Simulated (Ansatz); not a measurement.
OsC:
```yaml
crystal:
  lattice:
    - [0.00000, 2.17605, 2.17605]
    - [2.17605, 0.00000, 2.17605]
    - [2.17605, 2.17605, 0.00000]
  atoms:
    - { symbol: Os, position: [0.00000, 0.00000, 0.00000] }
    - { symbol: C, position: [0.50000, 0.50000, 0.50000] }
```

Relaxed with PBE. Special points in fractions of this cell's reciprocal vectors: Γ (0.000, 0.000, 0.000); X (0.500, 0.000, 0.500); U (0.625, 0.250, 0.625); K (0.375, 0.375, 0.750); L (0.500, 0.500, 0.500); W (0.500, 0.250, 0.750).

List the band energies nearest the Fermi level at these points for PBE with spin–orbit coupling (plane waves, PAW; program Ansatz).

In eV from the Fermi level; about four levels below and three above (degenerate sets whole), none deeper than 8.9 eV; … stands for higher levels left out; points with the same levels are listed once.

```tsv
k	below	above
Γ	-0.66 -0.66 -0.66 -0.66	…
X	-2.17 -2.17 -0.80 -0.80	0.12 0.12 0.84 0.84
U	-2.12 -2.12 -0.23 -0.23	1.09 1.09 3.28 3.28
L	-0.59 -0.59 -0.45 -0.45	1.14 1.14 5.47 5.47
W	-0.32 -0.32 -0.27 -0.27	0.53 0.53 2.08 2.08
```

Space group Fm-3m (rock salt). The start of the workflow was typed in or built on a structure type; neither database checked (COD, Materials Project) lists it. Whether it is the stable phase at ambient conditions was not checked. Symmetry was held in the PBE relaxation; whether a distortion lowers the energy is not shown. The run is not spin-polarised. Its formation energy is positive at this level, so the cell may be metastable or incomplete.

Potentials: the earlier of the program's two PAW sets.
